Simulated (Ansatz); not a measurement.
A geometry of ZnAg away from equilibrium: step 2 of the relaxation of a generated cell, ZnAg placed in the AFLOW prototype AB_tP4_129_c_c (B11, as in TiCu). Method: PBEsol (plane waves to 420 eV, PAW, scalar-relativistic; Ansatz, a quantum-chemistry and plane-wave program). Γ-centred k-mesh 10×10×6 on the run's cell (coarser than for final values), Fermi–Dirac smearing 0.05 eV. The plane waves were selected for a different cell earlier on the path.

```yaml
crystal:
  lattice:
    - [3.14384, 0.00000, 0.00000]
    - [0.00000, 3.14384, 0.00000]
    - [0.00000, 0.00000, 5.93525]
  atoms:
    - { symbol: Ag, position: [0.50000, 0.00000, 0.63611] }
    - { symbol: Ag, position: [0.00000, 0.50000, 0.36389] }
    - { symbol: Zn, position: [0.50000, 0.00000, 0.11227] }
    - { symbol: Zn, position: [0.00000, 0.50000, 0.88773] }
```

Question: What forces act on the atoms (eV/Å)?

Answer: 
```
atom    Fx    Fy     Fz
----  ----  ----  -----
Ag1   0.00  0.00   0.50
Ag2   0.00  0.00  -0.50
Zn3   0.00  0.00   0.25
Zn4   0.00  0.00  -0.25
```

The path ends in P4/nmm (No. 129). No spin polarisation in the result.

The run could not lose the symmetry of its start: the end is stationary, and may be a saddle point rather than a minimum.

The end of the path is a generated cell of ZnAg: the first start was made by placing the elements on the sites of a structure type, and the end was not matched to a known phase here, so it may be hypothetical.
